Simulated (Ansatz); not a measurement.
The elements of this relaxed trial crystal are hidden behind letters.

```
lattice vectors (Å)
   5.4039    0.0000    0.0000
  -2.7020    4.6800    0.0000
   0.0000    0.0000    6.3730
fractional positions
X 0.3333 0.6667 0.0000
X 0.6667 0.3333 0.0000
X 0.3333 0.6667 0.5000
X 0.6667 0.3333 0.5000
X 0.0000 0.0000 0.5000
Z 0.0000 0.0000 0.0000
```

Computed with DFT PBE, scalar-relativistic, plane waves, PAW in Ansatz 0.2.0. Settings of the last relaxation (6-atom cell): 420 eV, 12×12×6 k points, Gaussian smearing of 0.10 eV, no spin polarisation.

```
Space group                                : P6/mmm (No. 191)
Conventional cell                          : a = 5.404 Å, c = 6.373 Å
Volume per atom                            : 26.86 Å³
Density                                    : 2.57 g/cm³
Energy over the elements                   : +0.09 eV/atom
Gap on the 12×12×6 mesh of the 6-atom cell : 0 eV (a metal)
```

Energies are uncorrected and count from the elements' standard states at the same level.

**Question.** X is an s-block element of period 3 and Z is a p-block element of period 5. Which elements are they?

**Answer.** X = Mg, Z = Te, so the formula is Mg5Te. Density times volume gives a mean mass of 2.57 × 26.86/1.6605 = 41.6 u per atom, and this set has 41.5 u. Mg on a site of symmetry -6m2 has 3 Te at 3.12 Å and 5 Mg at 3.12–3.19 Å; Mg on a second site of symmetry -6m2 is surrounded by 8 Mg at 3.12–3.19 Å; Te has 8 Mg at 3.12–3.19 Å; 1 more site not described. Other sets within the hints have nearly the same mass, so mass alone doesn't settle it; this one was computed.

These runs have no spin–orbit coupling, which can matter for Te. A structure relaxed within its symmetry needn't be a true minimum.
